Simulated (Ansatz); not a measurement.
# Au, first-principles data

Au:
```xyz
2
Lattice="2.8482 0.0000 0.0000 -1.4241 2.4666 0.0000 0.0000 0.0000 4.7231" Properties=species:S:1:pos:R:3 pbc="T T T"
Au     0.0000     1.6444     3.5423
Au     1.4241     0.8222     1.1808
```

Space group P6_3/mmc (No. 194), hcp (Mg type); conventional cell a = 2.848 Å, b = 2.848 Å, c = 4.723 Å, α = 90.00°, β = 90.00°, γ = 120.00°.

Method: DFT-LDA in the program Ansatz with PAW potentials. Structure relaxed to zero pressure with the same functional. Other levels are named where they apply.

**Cell and energy**

```
Quantity              Result
---------------  -----------
Volume per atom     16.59 Å³
Density          19.71 g/cm³
```

**Electronic structure**

```
Property                                                                     Value
------------------------------------  --------------------------------------------
Electronic character                                             metallic (no gap)
Density of states at the Fermi level  0.30 states/eV per atom (mean over ±0.08 eV)
```

**Mechanics**

```
Quantity                                                                                       Value
--------------------------------------------  ------------------------------------------------------
Bulk modulus (Birch–Murnaghan fit)                                                           191 GPa
Pressure derivative B′                                                                           5.8
Elastic constants (relaxed ions, GPa)         C11 = 236, C12 = 186, C13 = 157, C33 = 260, C44 = 27.9
Mechanical stability                                          stable (all eigenvalues of C positive)
Hill bulk and shear moduli                                                          192 and 30.5 GPa
Young's modulus                                                                             86.8 GPa
Poisson's ratio                                                                                 0.42
Debye temperature from the elastic constants                                                   165 K
```

**Phonons**

```
Item                                           Result
-----------------------------  ----------------------
Highest zone-centre frequency                156 cm⁻¹
Zone-centre stability          no imaginary mode at Γ
```

The workflow started from an entry of the Crystallography Open Database (COD), which files this formula under 2 space groups. It is not the phase usual at ambient conditions (space group No. 225). Symmetry was held in the LDA relaxation. As this level gives no gap, shear constants depend on the k-mesh and smearing (Fermi–Dirac, 0.1 eV here). As this level gives no gap, phonon frequencies hold no LO–TO term and depend on the k-mesh and smearing (Fermi–Dirac, 0.1 eV here). Axis ratios of metals converge slowly with the k-mesh, so a and c are less sure than the volume. On the denser mesh and wider smearing of the elastic run this cell carries a stress of 0.8 GPa. Scalar-relativistic: spin–orbit coupling is off unless named, which matters more the heavier the elements.

Potentials: the earlier of the program's two PAW sets.
